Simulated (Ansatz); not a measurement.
Ansatz run, TiGa₂Te₄

The input, for Ansatz 0.2.0 (plane waves, PAW):

```yaml
crystal:
  lattice:
    - [0.0, 5.964658, 0.0]
    - [5.964658, 0.0, 0.0]
    - [2.982329, 2.982329, -5.780618]
  atoms:
    - { symbol: Ti, position: [0.0, 0.0, 0.0] }
    - { symbol: Ga, position: [0.75, 0.25, 0.5] }
    - { symbol: Ga, position: [0.5, 0.5, 0.0] }
    - { symbol: Te, position: [0.395, 0.405, 0.73] }
    - { symbol: Te, position: [0.595, 0.125, 0.27] }
    - { symbol: Te, position: [0.875, 0.865, 0.73] }
    - { symbol: Te, position: [0.135, 0.605, 0.27] }
  symmetry: { tolerance: 0.0003 }
kpoints:
  mp_grid: { grid: [7, 7, 7], shift: [0, 0, 0] }
  band_path:
    path:
      - [0.0, 0.0, 0.0]
      - [0.5, -0.5, 0.0]
      - [0.5, -0.5, 0.25]
      - [0.0, -0.5, 0.0]
      - [0.0, 0.0, 0.0]
      - [0.0, 0.0, 0.5]
      - [0.0, -0.36691394, 0.31654303]
      - [0.0, -0.63308606, -0.31654303]
      - [0.0, 0.0, 0.0]
      - [0.5, -0.5, 0.0]
      - [0.36691394, -0.63308606, -0.13308606]
    npoints: 6
magnetization:
  spin_polarized: false
scf:
  occupations: { method: fermi_dirac }
  lower_state_search: "off"
  max_iter: 200
hamiltonian:
  pseudopotentials: { kind: paw }
  xc: pbe
basis:
  ecutwfc: 420
  fft_grid_basis: typed
output:
  forces: true
  stress: true
  eigenvalues: true
  bader: true
  populations: true
  elf: true
  write_potential: true
  volumetric_format: npy
  dos:
    e_range: [-12, 8]
    de: 0.05
    projected: { site_lists: { Ga: [Ga], Te: [Te], Ti: [Ti] } }
checkpoint:
  read: saved_state
```

The run starts from an earlier solution of this cell. 

Excerpt of what it printed:

```
Pseudopotentials: kind: paw
Pseudopotential: Ti, paw, valence charge 12, recommended cutoff 420 eV (normal), Ti.paw.azcp
Pseudopotential: Ga, paw, valence charge 13, recommended cutoff 420 eV (normal), Ga.paw.azcp
Pseudopotential: Te, paw, valence charge 16, recommended cutoff 420 eV (normal), Te.paw.azcp
Functional definition: PBE
  exchange = pbe_x(kappa = kappa, mu = beta*pi^2/3)
  correlation = pbe_c(beta = beta)
Crystal: 7 atoms, lattice volume = 205.658 Å³
Basis set: ecut = 420 eV, 3991 PW (Γ), exchange–correlation on 80×80×96 points (8 copies of the dense FFT grid, shifted against one another)
Bands: 62, of which v1, the nominal top of the filled ones, is band 51 counted from 1 (50 counted from 0)
Symmetry: 4 space group operations
Space group: I-4 (ITA 82), of the structure as read, at distance tolerance 1.8e-3 Å
k-points: 52 of 343 (time reversal used)
Initial density: read from a saved state, or passed on in memory by an earlier SCF of this step, an earlier step, the calling program or the single point that the run made first
Functional: x = pbe(κ = 0.804, μ = 0.2195), c = pbe(β = 0.0667)
SCF iter   1: F=—  Δρ=8.64e-4  dr2=8.60e-4
SCF iter   2: F=—  Δρ=5.41e-4  dr2=3.80e-4
SCF iter   3: F=—  Δρ=2.27e-4  dr2=7.70e-5
SCF iter   4: F=—  Δρ=6.67e-5  dr2=1.08e-5
SCF iter   5: F=—  Δρ=2.08e-5  dr2=9.02e-7
SCF iter   6: F=—  Δρ=6.90e-6  dr2=1.54e-7
SCF iter   7: F=-37986.6457 eV  Δρ=2.98e-6  dr2=2.34e-8
Free energy (F): -37986.6457 eV
Harris-Foulkes:  -37986.6457 eV  (|F-HF|=4.21e-9)
Internal energy: -37986.4401 eV  (E = F + TS)
E sigma→0 (E₀):  -37986.5429 eV
Entropy (-TS):   -0.2056 eV (-29.375 meV/atom)
Fermi energy:    8.9660 eV
--- Per-component energies (eV) ---
  E_band       = -1410.5935
  E_kinetic    = 1231.9345
  E_local      = -11048.3612  (includes V_loc(G=0)·N_el)
  E_nonlocal   = -380.5309
  E_hartree    = 5977.7341
  E_xc         = -735.0035
  E_vxc        = -657.2512  (∫ρ·V_xc dr)
  E_paw        = -23674.3728  (= ΣΔE_a)
  E_vpaw       = -2511.8459  (= ΣTr[D̂ρ^β])
  E_aug_tail   = -0.0009  (compensation charges beyond the density's cutoff)
  E_ewald      = -9357.8394
  E_smearing   = -0.2056  (= −TS)
--- Forces (eV/Å), atoms counted from 1 ---
  atom   1  Ti     0.0000     0.0000     0.0000
  atom   2  Ga     0.0000     0.0000     0.0000
  atom   3  Ga     0.0000     0.0000     0.0000
  atom   4  Te    -0.1107    -1.5870    -0.0712
  atom   5  Te    -1.5870     0.1107     0.0712
  atom   6  Te     0.1107     1.5870    -0.0712
  atom   7  Te     1.5870    -0.1107     0.0712
--- Stress (GPa, compression-positive) ---
        7.1942       0.0000       0.0000
        0.0000       7.1942       0.0000
        0.0000       0.0000       6.5619
  P = ⅓ Tr σ = 6.9834 GPa (69.834 kbar)
```

Origin: a known structure type with other elements, at an estimated volume, so it need not be a known compound. Caveats: atoms or cell far from equilibrium.
